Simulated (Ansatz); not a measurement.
The start is a relaxed CoPdO2 cell shaken by Gaussian noise of σ = 0.08 Å a coordinate. Cell shape, volume and atoms are optimised at zero target pressure with PBE (plane waves to 420 eV, PAW, scalar-relativistic; Ansatz, a program for electronic structure). The first steps use a coarse 5×5×5 k-mesh.

Input geometry:
```
CELL_PARAMETERS angstrom
      2.75880     1.59279     4.93193
     -2.75880     1.59279     4.93193
      0.00000    -3.18559     4.93193
ATOMIC_POSITIONS crystal
  Co 0.34878 0.34806 0.31822
  Co 0.74036 0.72952 0.70128
  O  0.43178 0.02929 0.67341
  O  0.68211 0.42425 0.03556
  O  0.03196 0.69124 0.41783
  O  0.21799 0.21890 0.18401
  Pd 0.90222 0.92177 0.91021
  Pd 0.08039 0.09474 0.08287
```
Spin-polarised start, with opposed moments on Co.

| Quantity | Result |
|---|---|
| Initial pressure | +5 GPa (positive: the cell is compressed) |
| Largest initial force | about 5.4 eV/Å, on O6 (atoms numbered as listed) |
| Energy released | 0.39 eV/atom |
| Volume change | -19.5 %, from 16.25 to 13.08 Å³/atom |
| Relative to the parent | It does not go back: it reaches P1 (No. 1), 0.24 eV/atom below the parent |
| Shortest distances (start → end) | The closest pairs of elements (up to four, under 3.6 Å), start → end: Co–O 1.60 → 1.79 Å; O–Pd 1.79 → 1.98 Å; Co–Pd 2.78 → 2.56 Å; Pd–Pd 2.58 → 2.71 Å |
| Band gap at the end | zero (metallic) |
| Optimiser moves | 34 |

The end point of the relaxation:

```
CELL_PARAMETERS angstrom
      5.06356     0.00000     0.00000
     -2.41020     4.56321     0.00000
     -0.14595    -2.74924     4.52887
ATOMIC_POSITIONS crystal
  Co 0.01146 0.62459 0.32347
  Co 0.10784 0.39477 0.68605
  O  0.92122 0.60363 0.65219
  O  0.28101 0.60442 0.08357
  O  0.20267 0.08479 0.47463
  O  0.65078 0.25892 0.04279
  Pd 0.73613 0.89329 0.82569
  Pd 0.30566 0.31677 0.23502
```

Final values are on a 7×8×7 k-mesh of the relaxed cell. Spin state reached: antiferromagnetic (net 0.01 μB/atom); other spin orders were not run from this start. No Hubbard U is applied. A magnetic insulating state can be missed without it.

The relaxed structure here is a generated cell of CoPdO2: the first start was made by a random draw of sites in a space group, and the end was not matched to a known phase here, so it may be hypothetical.
